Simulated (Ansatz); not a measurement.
ZrCu:
```cif
data_CuZr
_chemical_formula_sum 'Zr1 Cu1'
_space_group_name_H-M_alt 'Pm-3m'
_space_group_IT_number 221
_space_group_name_Hall '-P 4 2 3'
_cell_length_a 3.25365
_cell_length_b 3.25365
_cell_length_c 3.25365
_cell_angle_alpha 90.000
_cell_angle_beta 90.000
_cell_angle_gamma 90.000
loop_
_atom_site_label
_atom_site_type_symbol
_atom_site_symmetry_multiplicity
_atom_site_Wyckoff_symbol
_atom_site_fract_x
_atom_site_fract_y
_atom_site_fract_z
_atom_site_occupancy
Zr1 Zr 1 b 0.50000 0.50000 0.50000 1
Cu1 Cu 1 a 0.00000 0.00000 0.00000 1
```

Relaxed with r²SCAN.

Task: Which orbitals make up the states near the Fermi level in the program Ansatz at the r²SCAN level (PAW)?

Result: Within 0.5 eV of the Fermi level: Zr 4d 75 %, Cu 3d 11 %, outside the projected shells 11 %. Projections are on Löwdin-orthogonalised atomic valence shells; empty p or d shells of many metals are not among them.

Task: Tabulate the density of states.

Result: States/eV per cell of 2 atoms, in 0.25 eV bins, energy from the Fermi level.

```
E (eV)  total  Cu 3d  Zr 4d  Cu 4s
------  -----  -----  -----  -----
-7.75    0.00   0.00   0.00   0.00
-7.50    0.05   0.00   0.00   0.02
-7.25    0.09   0.00   0.00   0.04
-7.00    0.13   0.00   0.00   0.05
-6.75    0.16   0.00   0.00   0.06
-6.50    0.19   0.00   0.00   0.08
-6.25    0.22   0.00   0.01   0.09
-6.00    0.26   0.00   0.01   0.11
-5.75    0.30   0.01   0.02   0.13
-5.50    0.36   0.02   0.03   0.15
-5.25    0.45   0.03   0.05   0.18
-5.00    0.85   0.16   0.21   0.28
-4.75    1.64   0.44   0.51   0.46
-4.50    1.53   0.46   0.45   0.47
-4.25    1.52   0.80   0.44   0.21
-4.00    4.17   3.13   0.75   0.08
-3.75    5.71   4.62   0.73   0.06
-3.50    9.86   8.98   0.76   0.05
-3.25   11.12  10.42   0.45   0.13
-3.00    4.99   4.46   0.25   0.12
-2.75    1.82   1.35   0.21   0.11
-2.50    1.62   0.94   0.36   0.19
-2.25    1.07   0.63   0.29   0.12
-2.00    0.71   0.28   0.24   0.12
-1.75    0.81   0.20   0.40   0.07
-1.50    1.07   0.20   0.58   0.06
-1.25    1.21   0.22   0.67   0.05
-1.00    1.37   0.24   0.77   0.05
-0.75    1.53   0.26   0.88   0.05
-0.50    1.44   0.19   0.97   0.04
-0.25    2.18   0.27   1.67   0.04
0.00     3.11   0.40   2.44   0.03
0.25     1.84   0.15   1.37   0.03
0.50     0.64   0.03   0.36   0.03
0.75     0.62   0.03   0.50   0.02
1.00     2.43   0.12   1.91   0.10
1.25     1.64   0.07   1.43   0.02
1.50     1.26   0.05   1.11   0.01
1.75     1.21   0.04   1.04   0.02
2.00     1.67   0.05   1.41   0.03
2.25     1.70   0.06   1.41   0.03
2.50     1.41   0.06   1.12   0.03
2.75     1.47   0.07   1.16   0.03
3.00     1.79   0.09   1.45   0.03
3.25     2.65   0.14   2.18   0.06
3.50     1.81   0.07   1.44   0.06
3.75     1.47   0.04   1.17   0.04
4.00     1.32   0.03   1.04   0.05
4.25     0.51   0.01   0.28   0.05
4.50     0.38   0.01   0.15   0.05
4.75     0.33   0.00   0.12   0.05
```

The workflow started from a Materials Project entry (that database holds measured and hypothetical structures alike); the Crystallography Open Database copy checked does not list it. Whether it is the stable phase at ambient conditions was not checked. The cell was relaxed with r²SCAN under the symmetry of its start; its stability against distortions is not shown here. The run is not spin-polarised. Scalar-relativistic: spin–orbit coupling is off unless named, which matters more the heavier the elements.

Potentials: the later of the program's two PAW sets.
